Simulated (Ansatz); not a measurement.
Property card for WF

Computed with DFT PBE, scalar-relativistic, plane waves, PAW (Ansatz 0.2.0).

Cutoff 420 eV; k points 18×18×4 on the computed 8-atom cell (Γ-centred); Gaussian smearing, width 0.10 eV; no spin polarisation.

The structure is relaxed at this level of theory with its symmetry kept, and needn't be the ground state of this composition.

Space group P6_3/mmc (No. 194), hexagonal, a = 2.807 Å, c = 17.851 Å. W has 3 F at 2.22 Å, 1 W at 2.62 Å and 6 W at 2.81 Å; around F lie 3 W at 2.22 Å and 6 F at 2.81 Å.

| Item | Value |
| --- | --- |
| Volume per atom | 15.22 Å³ |
| Formation energy from the elements' standard states (uncorrected) | -0.730 eV/atom |
| Kohn–Sham band gap | none (metal) |
| Density of states at the Fermi level | 6.3 states/eV per cell |
| Orbital (Löwdin) character within 0.5 eV of the Fermi level | W 5d 84 %, F 2p 7 % |
| Bader charge by site (e) | W (4 in the cell) 0.66, F (4 in the cell) -0.66 |

Spin-orbit coupling is left out, which matters for the bands of heavy elements. The cell holds layers, chains or molecules and no dispersion correction was added, so their binding is poorly described. Spin polarisation was left out, and a magnetic state may lie lower.

The cell was found from a structure generator's guess, not taken from experiment. Löwdin shares on free-atom orbitals overweight diffuse shells.
